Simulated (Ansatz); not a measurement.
BaO (rock salt, Fm-3m) at seven volumes, the program Ansatz at the LDA level (PAW), scaled uniformly. One row is withheld.

| V (Å³/atom) | P (GPa) |
|---|---|
| 18.252 | ? |
| 18.854 | 6.11 |
| 19.455 | 2.80 |
| 20.057 | 0.00 |
| 20.659 | -2.38 |
| 21.260 | -4.38 |
| 21.862 | -6.08 |

Task: Fit the shown pressures and predict the withheld one.

Result: P = (3/2)B₀(x^(7/2) − x^(5/2))[1 + (3/4)(B′ − 4)(x − 1)] with x = (V₀/V)^(2/3). Least squares on the six rows gives V₀ = 20.056 Å³/atom, B₀ = 85.8 GPa, B′ = 4.57. At V = 18.252, x = 1.0649 and P = 10.04 GPa. The run itself gave 10.04 GPa.

The LDA relaxation kept the symmetry of its start; phonons on a q-mesh show no instability. Scalar-relativistic: spin–orbit coupling is off unless named, which matters more the heavier the elements.

Potentials: the later of the program's two PAW sets.
